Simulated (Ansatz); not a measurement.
SrO:
```
CELL_PARAMETERS angstrom
      0.00000     2.57673     2.57673
      2.57673     0.00000     2.57673
      2.57673     2.57673     0.00000
ATOMIC_POSITIONS crystal
  Sr 0.00000 0.00000 0.00000
  O  0.50000 0.50000 0.50000
```

Relaxed with HSE06.

Problem. Give the Bader charges and basin volumes of the independent atoms, HSE06 in the plane-wave PAW code Ansatz.

Solution. 

```
atom  Bader charge (e)  Bader volume (Å³)
----  ----------------  -----------------
Sr1              +1.54               16.9
O2               -1.54               17.3
```

Space group Fm-3m (rock salt). The cell was relaxed with HSE06 under the symmetry of its start.

Potentials: the later of the program's two PAW sets.
